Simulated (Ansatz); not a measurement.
**Electric field gradients in WSe2**

Method: DFT PBEsol, scalar-relativistic, plane waves, PAW in Ansatz. Cutoff 420 eV, 12×12×2 k-points (Γ-centred), fixed occupations. No spin polarisation.

Relaxed structure:
```
CELL_PARAMETERS angstrom
3.27068 0.00000 0.00000
-1.63534 2.83249 0.00000
0.00000 0.00000 23.98436
ATOMIC_POSITIONS crystal
W 0.66667 0.33333 0.13767
W 0.33333 0.66667 0.86233
Se 0.33333 0.66667 0.20739
Se 0.66667 0.33333 0.93215
Se 0.33333 0.66667 0.06785
Se 0.66667 0.33333 0.79261
```

The crystal is built of layers and no dispersion correction was added, so the binding between them is poorly described, and with it their spacing and whatever depends on it. Spin–orbit coupling is left out, which matters for gradients at heavy nuclei.

Give V_zz (10²¹ V/m²) and the asymmetry η at each distinct site.

Results:

| atom | V_zz | η |
| --- | --- | --- |
| W (atom 1) | -16.49 | 0.00 |
| Se (atom 3) | -8.71 | 0.00 |
| Se (atom 4) | -7.67 | 0.00 |

This form isn't the usual stable structure of the compound.

Cost: 1 run of about 0.14 core-minutes, on Intel Xeon 6975P-C (Granite Rapids) (shared hosts).